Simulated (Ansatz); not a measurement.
Input and command of a calculation in Ansatz (plane waves; scalar-relativistic PAW potentials unless the input names others):

```yaml
crystal:
  lattice:
    - [3.1843179335, 0.0, 0.0]
    - [-1.5921589667, 2.7577002241, 0.0]
    - [0.0, 0.0, 34.7073243894]
  atoms:
    - { symbol: Mo, position: [0.6666666667, 0.3333333333, 0.9064674414] }
    - { symbol: Mo, position: [0.6666666667, 0.3333333333, 0.2806119135] }
    - { symbol: Mo, position: [0.3333333333, 0.6666666667, 0.7193880865] }
    - { symbol: Mo, position: [0.3333333333, 0.6666666667, 0.0935325586] }
    - { symbol: S, position: [0.3333333333, 0.6666666667, 0.9512037631] }
    - { symbol: S, position: [0.3333333333, 0.6666666667, 0.3253305397] }
    - { symbol: S, position: [0.6666666667, 0.3333333333, 0.7641286826] }
    - { symbol: S, position: [0.6666666667, 0.3333333333, 0.1382695582] }
    - { symbol: S, position: [0.3333333333, 0.6666666667, 0.8617304418] }
    - { symbol: S, position: [0.3333333333, 0.6666666667, 0.2358713174] }
    - { symbol: S, position: [0.6666666667, 0.3333333333, 0.6746694603] }
    - { symbol: S, position: [0.6666666667, 0.3333333333, 0.0487962369] }
basis:
  ecutwfc: 500
kpoints:
  mp_grid: { grid: [12, 12, 1] }
hamiltonian:
  xc: r2scan
  dispersion: d3bjatm
scf:
  occupations: { method: gaussian, width: 0.02 }
output:
  forces: true
  eigenvalues: true
  stress: true
```

```bash
ansatz run input.yaml --threads 1 --pin off --max-ram 3072MiB --backend cpu --events-out ev --progress --plain --runs-dir out
```

Abridged log:
```
Basis set: ecut = 500 eV, 7729 PW (Γ), exchange–correlation on 96×96×1024 points (64 copies of the dense FFT grid, shifted against one another)
Bands: 64, of which v1, the nominal top of the filled ones, is band 52 counted from 1 (51 counted from 0)
Symmetry: 12 space group operations
k-points: 19 of 144
SCF iter   1: F=—  HF=-27130.254717 eV  |F-HF|=—  |Δ(HF+E_count)|=         —  Δρ=8.33e-3  dr2=2.76e-1  dr2_τ=2.03e-1  ethr=1.77e-3  ⟨swp⟩=7.7  Hψ=5435  notcnv=0
SCF iter   2: F=—  HF=-27130.417796 eV  |F-HF|=—  |Δ(HF+E_count)|=   1.63e-1  Δρ=4.37e-3  dr2=2.98e-2  dr2_τ=1.04e-2  ethr=2.65e-4  ⟨swp⟩=3.7  Hψ=2647  notcnv=0  defer=99
SCF iter   3: F=—  HF=-27130.425138 eV  |F-HF|=—  |Δ(HF+E_count)|=   7.34e-3  Δρ=2.56e-3  dr2=1.00e-2  dr2_τ=9.16e-4  ethr=2.86e-5  ⟨swp⟩=2.4  Hψ=1768  notcnv=0  defer=99
SCF iter   4: F=—  HF=-27130.431477 eV  |F-HF|=—  |Δ(HF+E_count)|=   6.34e-3  Δρ=6.69e-4  dr2=1.72e-3  dr2_τ=1.06e-4  ethr=9.63e-6  ⟨swp⟩=2.9  Hψ=2348  notcnv=0  defer=99
SCF iter   5: F=—  HF=-27130.431846 eV  |F-HF|=—  |Δ(HF+E_count)|=   3.70e-4  Δρ=1.30e-4  dr2=8.60e-5  dr2_τ=6.18e-6  ethr=1.66e-6  ⟨swp⟩=2.3  Hψ=1783  notcnv=0  defer=99
SCF iter   6: F=—  HF=-27130.432214 eV  |F-HF|=—  |Δ(HF+E_count)|=   3.67e-4  Δρ=4.61e-5  dr2=1.58e-5  dr2_τ=5.63e-7  ethr=8.27e-8  ⟨swp⟩=2.5  Hψ=2262  notcnv=0  defer=99
SCF iter   7: F=—  HF=-27130.432221 eV  |F-HF|=—  |Δ(HF+E_count)|=   7.68e-6  Δρ=1.58e-5  dr2=2.13e-6  dr2_τ=1.29e-7  ethr=1.52e-8  ⟨swp⟩=2.2  Hψ=1874  notcnv=0  defer=98
SCF iter   8: F=—  HF=-27130.432222 eV  |F-HF|=—  |Δ(HF+E_count)|=   1.72e-7  Δρ=1.24e-5  dr2=1.10e-6  dr2_τ=1.07e-7  ethr=2.05e-9  ⟨swp⟩=2.7  Hψ=2143  notcnv=0  defer=98
SCF iter   9: F=-27130.432221 eV  HF=-27130.432221 eV  |F-HF|=1.35e-8  |Δ(HF+E_count)|=   1.17e-7  Δρ=2.53e-6  dr2=3.20e-8  dr2_τ=1.67e-9  ethr=9.62e-11  ⟨swp⟩=10.4  Hψ=6246  notcnv=0
SCF 1 converged in 9 iterations: F = -27130.432221 eV  dr2 = 3.20e-8
SCF converged after 9 iterations
Free energy (F): -27130.432221 eV
Harris-Foulkes:  -27130.432221 eV  (|F-HF|=1.35e-8)
Internal energy: -27130.432221 eV  (E = F + TS)
E sigma→0 (E₀):  -27130.432221 eV
Fermi energy:    6.385307 eV
  E_disp       = -1.824884  (pairwise vdW)
--- Forces (eV/Å), atoms counted from 1 ---
  atom   1  Mo     0.00000000     0.00000000    -0.00023452
  atom   2  Mo     0.00000000     0.00000000    -0.02582392
  atom   3  Mo     0.00000000     0.00000000     0.02582392
  atom   4  Mo     0.00000000     0.00000000     0.00023452
  atom   5  S      0.00000000     0.00000000     0.00365011
  atom   6  S      0.00000000     0.00000000    -0.03427270
  atom   7  S      0.00000000     0.00000000     0.00292626
  atom   8  S      0.00000000     0.00000000     0.00224996
  atom   9  S      0.00000000     0.00000000    -0.00224996
  atom  10  S      0.00000000     0.00000000    -0.00292626
  atom  11  S      0.00000000     0.00000000     0.03427270
  atom  12  S      0.00000000     0.00000000    -0.00365011
--- Stress (GPa, compression-positive) ---
       -0.867033       0.000000       0.000000
        0.000000      -0.867033       0.000000
        0.000000       0.000000      -0.706069
  P = ⅓ Tr σ = -0.8134 GPa (-8.134 kbar)
```

Apart from outputs, empty bands and the relaxation, which only the reference makes, the input differs from a reference run on usual settings in hamiltonian.dispersion: not typed → "d3bjatm". The reference, at the same geometry, ended its own course with pressure -0.01 GPa, largest force 0.001 eV/Å, gap on the mesh 1.22 eV. This run converged in 9 SCF iterations with an energy at zero smearing 152 meV/atom below the reference's (the Hamiltonian itself differs), pressure -0.81 GPa, largest force 0.034 eV/Å, gap on the mesh 1.22 eV.

The run took 42 s on 1 thread of Arm Neoverse V2, with other jobs on the host, peak memory 1.3 GiB.